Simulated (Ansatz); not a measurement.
Theory: DFT PBE, scalar-relativistic, plane waves, PAW (Ansatz 0.2.0). All cells share a 420 eV cutoff and Γ-centred k meshes spaced at most about 0.3 Å⁻¹ (about 0.25 or finer for metals, 2π included). No spin polarisation in the final relaxations.

These are static total energies at zero pressure.

Two forms of Li2TaO3 were relaxed alike.

A.

```yaml
crystal:
  lattice:
    - [3.78550, 0.00000, 0.00000]
    - [0.00000, 3.78550, 0.00000]
    - [0.00000, 0.00000, 7.69346]
  atoms:
    - { symbol: Li, position: [0.00000, 0.00000, 0.00236] }
    - { symbol: Li, position: [0.00000, 0.00000, 0.54082] }
    - { symbol: Ta, position: [0.50000, 0.50000, 0.35835] }
    - { symbol: O, position: [0.50000, 0.50000, 0.12381] }
    - { symbol: O, position: [0.50000, 0.00000, 0.43517] }
    - { symbol: O, position: [0.00000, 0.50000, 0.43517] }
```

B.

```yaml
crystal:
  lattice:
    - [2.87490, 0.00000, 0.00000]
    - [0.00000, 2.87490, 0.00000]
    - [0.00000, 0.00000, 8.90107]
  atoms:
    - { symbol: Li, position: [0.00000, 0.00000, 0.85115] }
    - { symbol: Li, position: [0.50000, 0.50000, 0.62348] }
    - { symbol: Ta, position: [0.50000, 0.50000, 0.16465] }
    - { symbol: O, position: [0.00000, 0.00000, 0.64990] }
    - { symbol: O, position: [0.00000, 0.00000, 0.24831] }
    - { symbol: O, position: [0.50000, 0.50000, 0.96251] }
```

Question: Which would you expect to be lower, and how large is the difference?

Answer: A is lower, by 0.34 eV/atom. A has space group P4mm (No. 99), 18.4 Å³/atom and no gap on its mesh; B has space group P4mm (No. 99), 12.3 Å³/atom and no gap. Counting O atoms around Li and Ta (those within 1.25 times the shortest such distance or 1.15 times the sum of covalent radii, 1.27 where that leaves under three; a plus sign parts nearer from farther groups; the shortest distance is added where it exceeds 1.18 times the sum of covalent radii; a slash parts the counts of unlike sites), A has Li 4/4 from 2.8 Å, Ta 1+4 and B has Li 4/1+4, Ta 1+4. In A, around Li on its first site lie 4 O at 2.84 Å (long against covalent radii, as for large ions); around Ta lie 1 O at 1.80 Å, 4 O at 1.98 Å and 4 Li at 3.02 Å; O on a site of symmetry 4mm has 1 Ta at 1.80 Å and 4 Li at 2.84 Å; 2 more sites not described. In B, Li on its first site has 1 O at 1.79 Å and 4 O at 2.26 Å; Ta has 1 O at 1.80 Å, 4 O at 2.16 Å and 4 Ta at 2.87 Å; around O on its first site lie 1 Li at 1.79 Å and 4 Li at 2.05 Å; 3 more sites not described. Both come from invented guesses. A third cell relaxed alike, in I4/mmm, lies 214 meV/atom below the lower of the two.

Weakly bound directions are ill-defined at this level, which has no dispersion term (P4mm at 18.4 Å³/atom), and this can change margins and order among such cells. These runs have no spin–orbit coupling, which can matter for Ta. In P4mm at 18.4 Å³/atom, P4mm at 12.3 Å³/atom an odd number of electrons in the primitive cell allows no gap without spin; a larger cell or a magnetic state could open one. Cells relaxed within their symmetry can be saddle points.
